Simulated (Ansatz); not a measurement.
Here is the system:

KRb2BiF6:
```xyz
10
Lattice="0.0000 4.6319 4.6319 4.6319 0.0000 4.6319 4.6319 4.6319 0.0000" Properties=species:S:1:pos:R:3 pbc="T T T"
K      4.6319     4.6319     4.6319
Rb     6.9478     6.9478     6.9478
Rb     2.3159     2.3159     2.3159
Bi     0.0000     0.0000     0.0000
F      7.0471     4.6319     4.6319
F      2.2167     4.6319     4.6319
F      4.6319     7.0471     4.6319
F      4.6319     2.2167     4.6319
F      4.6319     4.6319     7.0471
F      4.6319     4.6319     2.2167
```

This is the LDA-relaxed structure.

**Question.** All from LDA (plane waves, PAW; program Ansatz), unless another level is named. Give the band gap.

**Answer.** 4.53 eV (indirect).

**Question.** What about the smallest direct gap on the standard path?

**Answer.** 4.65 eV.

**Question.** Next, the electron effective mass?

**Answer.** 1.5, 3.4, 3.4 mₑ (principal values).

**Question.** And the weight of the valence-edge state by species (Voronoi cells)?

**Answer.** F 77 %, Bi 20 %, K 3 %.

**Question.** What about the conduction-band minimum?

**Answer.** on the Γ–X line, 34 % of the way from Γ (24 equivalent valleys).

**Question.** Give the valence-band maximum.

**Answer.** at L.

Space group Fm-3m. The workflow started from a Materials Project entry (that database holds measured and hypothetical structures alike); the Crystallography Open Database files this formula in space group No. 225, but the cells were not matched. Whether it is the stable phase at ambient conditions was not checked. The LDA relaxation kept the symmetry of its start. At this level the phase is dynamically unstable (imaginary phonons). Spin–orbit coupling is left out wherever it is not named.

Potentials: the later of the program's two PAW sets.
